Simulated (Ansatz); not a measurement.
**GePt at a changed volume: Field gradients at the nuclei**

The cell is a COD entry, relaxed with PBE at fixed cell and then changed (volume scaled by 1.02, ions relaxed).

```
Ge Pt
1.0
     5.76996    0.00000    0.00000
     0.00000    3.72551    0.00000
     0.00000    0.00000    6.12832
Ge Pt
4 4
Direct
  0.81519 0.75000 0.58803
  0.18481 0.25000 0.41197
  0.68481 0.25000 0.08803
  0.31519 0.75000 0.91197
  0.99929 0.75000 0.19142
  0.00071 0.25000 0.80858
  0.50071 0.25000 0.69142
  0.49929 0.75000 0.30858
```

Sites (sets of like atoms) are named by element and the number of their first atom in this list.

Level of theory: DFT, PBE, plane waves and PAW, scalar-relativistic, 420 eV cutoff, Γ-centred 8×13×8 k-points, Fermi–Dirac smearing 0.05 eV (Ansatz 0.2.0).

C_Q = eQV_zz/h, which is 24.18 MHz for Q = 1 b and V_zz = 10²¹ V/m²; η = (V_xx − V_yy)/V_zz. Directions are in the Cartesian axes of the cell vectors above, for the atom listed; none is given where the gradient is under 0.02 or η is above 0.95.

(1) Which values are expected at the nuclei?

Results:

(1) 

```
site  first atom                               first shell  V_zz (10²¹ V/m²)     η  direction of V_zz (x, y, z)
  Ge           1       6 Pt at 2.50–2.68 Å, 2 Ge at 3.03 Å             -6.71  0.98                            –
  Pt           5  6 Ge at 2.50–2.68 Å, 4 Pt at 2.97–3.00 Å              4.58  0.10               0.00 1.00 0.00
```

With no gap above 0.1 eV, as in a metal, the gradients converge slowly in k; expect changes of a tenth or more on a denser mesh. Spin–orbit coupling is left out, which shifts gradients on Pt by a few per cent in wide-gap crystals, and can shift them far more where the calculated gap is small or absent, as here. Where η is near 1 the sign of V_zz means little.
